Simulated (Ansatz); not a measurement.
Consider the following.

In2Pt (fluorite or antifluorite type, space group No. 225), a = b = c = 6.3146 Å, α = β = γ = 90.00°; the cell used has 3 atoms.

This is the LDA-relaxed structure.

Question: All from LDA in the plane-wave PAW code Ansatz, unless another level is named. Predict the formation energy from the elements (no fitted shifts).

Answer: -0.51 eV/atom.

Question: Give the density of states at the Fermi level.

Answer: 0.38 states/eV per atom (mean over ±0.08 eV).

Space group Fm-3m (fluorite or antifluorite type). The first step of the workflow began from a Materials Project structure, measured or hypothetical; the Crystallography Open Database files this formula in space group No. 225, but the cells were not matched. Its standing as an ambient phase is unchecked. The cell was relaxed with LDA under the symmetry of its start; of distortions, only those at the zone centre were tested. The run is not spin-polarised. The references are the lowest solids computed at this level, not always the standard phases. Scalar-relativistic: spin–orbit coupling is off unless named, which matters more the heavier the elements.

Potentials: the later of the program's two PAW sets.
